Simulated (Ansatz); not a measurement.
**Ti2CuSb3 under pressure: fit and missing row**

Ti2CuSb3, P-4m2, a = 3.749 Å, c = 8.171 Å. The structure is a COD entry; whether it is the stable form wasn't checked. Ansatz: PBEsol, PAW, 420 eV, Γ-centred 10×10×6 mesh on 6 atoms, Gaussian smearing 0.10 eV; no spin polarisation. Cell and atoms are relaxed at each pressure, and no other structure is tried, so the rows at high pressure may lie past a change of phase.

| V (Å³/atom) | P (GPa) |
| --- | --- |
| ? | 30.04 |
| 17.132 | 15.01 |
| 17.928 | 7.99 |
| 18.638 | 2.95 |
| 19.139 | -0.02 |
| 19.728 | -3.01 |

Q: Take V0 = 19.139 Å³/atom, count pressures from its P0 = -0.02 GPa, fit the third-order Birch–Murnaghan form to the other rows, and predict the missing volume.

A: With the Eulerian strain f = ½[(V0/V)^(2/3) − 1] and y = (P − P0)/[3f(1 + 2f)^(5/2)], the form is the line y = B0 + 1.5 B0 (B0′ − 4) f. Rows (f, y): 0.03832, 108.7; 0.02227, 107.5; 0.00892, 106.2; -0.01000, 104.8. Means f = 0.01488, y = 106.80; Σ(Δf)² = 0.001259, ΣΔfΔy = 0.1030; the slope is their ratio. y = 105.6 + 81.87 f GPa, so B0 = 105.6 GPa and B0′ = 4 + 2 × (81.87)/(3 × 105.6) = 4.52. P = 30.04 GPa is met at f = 0.06616 (y = 111.02), so V = V0 (1 + 2f)^(−3/2) = 15.884 Å³/atom. The run gave 15.878 Å³/atom, so the fit is 0.006 Å³/atom too high, a small miss on the scale of the series. The form still works here, 83 % of the fitted range beyond its end.